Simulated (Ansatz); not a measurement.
The relaxed structure here is a generated cell of La2O3: the first start was made by a random draw of sites in a space group, and the end was not matched to a known phase here, so it may be hypothetical. Known forms of La2O3 include space group No. 164.

The end point of a relaxation of La2O3. Space group P6₃/mmc (No. 194). Level of theory: PBE (plane waves to 420 eV, PAW, scalar-relativistic; Ansatz, a program for electronic structure).

```xyz
10
Lattice="3.9039 0.0000 0.0000 -1.9519 3.3809 0.0000 0.0000 0.0000 12.3203" Properties=species:S:1:pos:R:3 pbc="T T T"
La     0.0000     0.0000     0.0000
La     0.0000     0.0000     6.1601
La     0.0000     2.2539     3.0801
La     1.9519     1.1270     9.2402
O      0.0000     0.0000     3.0801
O      0.0000     0.0000     9.2402
O      0.0000     2.2539     7.2460
O      0.0000     2.2539    11.2344
O      1.9519     1.1270     5.0743
O      1.9519     1.1270     1.0859
```

Task: What is the computed band gap (PBE)?

Result: 3.50 eV, indirect (valence top at H, conduction bottom at Γ) (no spin-orbit coupling).

Task: Predict the smallest direct gap from PBE.

Result: 3.58 eV at Γ.

No spin polarisation in the result.

The run could not lose the symmetry of its start: the end is stationary, and may be a saddle point rather than a minimum.
